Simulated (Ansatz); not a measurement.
Polymorphs of GaN, each relaxed with the program Ansatz at the PBE level (PAW):

A: wurtzite (P6_3mc)
a = b = 3.219 Å, c = 5.243 Å, α = β = 90.00°, γ = 120.00°

```tsv
atom	site	symmetry	x	y	z
Ga	2b	3m.	0.6667	0.3333	0.4991
N	2b	3m.	0.3333	0.6667	0.3759
```

B: zinc blende (F-43m)
a = 4.549 Å, b = 4.549 Å, c = 4.549 Å, α = 90.00°, β = 90.00°, γ = 90.00°

```csv
atom,site,symmetry,x,y,z
Ga,4a,-43m,0.0000,0.0000,0.0000
N,4d,-43m,0.7500,0.7500,0.7500
```

Task: Put the candidates in order of energy per atom at 0 K, lowest first, for PBE.

Result: A (+0 meV/atom), B (+5 meV/atom)

Task: Give each one's gap.

Result: A 1.71 eV; B 1.54 eV.

All cells were relaxed under the symmetry of their starts (and spin orders); stability against distortions was not tested throughout. Scalar-relativistic: spin–orbit coupling is off unless named, which matters more the heavier the elements.

Energies hold the estimated change up to a 700 eV cutoff; steps of a few meV lie near the error of the meshes.

Potentials: the earlier of the program's two PAW sets.
